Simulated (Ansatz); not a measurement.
Input:

Re₂C:
Space group P-3m1 (No. 164); a = 2.832 Å, b = 2.832 Å, c = 5.028 Å, α = 90.00°, β = 90.00°, γ = 120.00°

```csv
atom,site,symmetry,x,y,z
C,1a,-3m.,0.0000,0.0000,0.0000
Re,2d,3m.,0.3333,0.6667,0.2726
```

This is the r²SCAN-relaxed structure.

All from DFT-r²SCAN in the program Ansatz with PAW potentials, unless another level is named. Predict the electronic character.

metallic (no gap).

What about the formation energy from the elements (no fitted shifts)?

0.45 eV/atom.

Give the density of states at the Fermi level.

0.65 states/eV per atom (mean over ±0.08 eV).

The cell is a constructed one: a structure type filled with these elements; neither database checked (COD, Materials Project) lists it. Its standing as an ambient phase is unchecked. The r²SCAN relaxation kept the symmetry of its start; its stability against distortions is not shown here. The run is not spin-polarised. The references are the lowest solids computed at this level, not always the standard phases. Scalar-relativistic: spin–orbit coupling is off unless named, which matters more the heavier the elements.

Potentials: the earlier of the program's two PAW sets.
